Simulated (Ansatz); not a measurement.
Values for one crystal, relaxed and computed with plane-wave PAW LDA (Ansatz code); other levels are named.

* **Volume per atom**: 11.01 Å³
* **Band gap**: 1.88 eV (indirect)
* **Smallest direct gap on the standard path**: 2.31 eV
* **Dynamical stability on the path**: unstable, down to 223i cm⁻¹
* **Electron effective mass, band 1 of 3 at the edge**: 5.0 along [100], 0.78 along [110], 0.61 along [111] (mₑ)
* **Bulk modulus (Birch–Murnaghan fit)**: 205 GPa
* **Pressure derivative B′**: 4.3

Question: Which of these materials gives this?
A) CaTiO3, cubic perovskite
B) Be2C, fluorite or antifluorite type
C) MgH2, rutile
D) Li2O, anti-fluorite

Answer: A, CaTiO3, cubic perovskite

Space group Pm-3m (cubic perovskite). The workflow started from a Materials Project entry (that database holds measured and hypothetical structures alike); the Crystallography Open Database files this formula in space group No. 221, but the cells were not matched. Its standing as an ambient phase is unchecked. The LDA relaxation kept the symmetry of its start. The run is not spin-polarised.

Potentials: the later of the program's two PAW sets.
